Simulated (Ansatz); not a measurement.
KCd₄As₃ in space group R-3m (No. 166; Pearson symbol hR8) at seven volumes, plane-wave PAW PBEsol (Ansatz code), shape and atoms relaxed at each. One row is withheld.

```json
[
 {"V (Å³/atom)": "23.326", "P (GPa)": "4.28"},
 {"V (Å³/atom)": "24.095", "P (GPa)": "2.60"},
 {"V (Å³/atom)": "24.864", "P (GPa)": "1.19"},
 {"V (Å³/atom)": "25.633", "P (GPa)": "0.00"},
 {"V (Å³/atom)": "26.402", "P (GPa)": "-1.00"},
 {"V (Å³/atom)": "27.171", "P (GPa)": "?"},
 {"V (Å³/atom)": "27.940", "P (GPa)": "-2.52"}
]
```

Task: Fit the shown pressures and predict the withheld one.

Result: P = (3/2)B₀(x^(7/2) − x^(5/2))[1 + (3/4)(B′ − 4)(x − 1)] with x = (V₀/V)^(2/3). Least squares on the six rows gives V₀ = 25.634 Å³/atom, B₀ = 36.1 GPa, B′ = 4.85. At V = 27.171, x = 0.9619 and P = -1.83 GPa. The run itself gave -1.83 GPa.

The workflow started from an entry of the Crystallography Open Database (COD, 200 K). Its standing as an ambient phase is unchecked. The PBEsol relaxation kept the symmetry of its start; its stability against distortions is not shown here.

Potentials: the later of the program's two PAW sets.
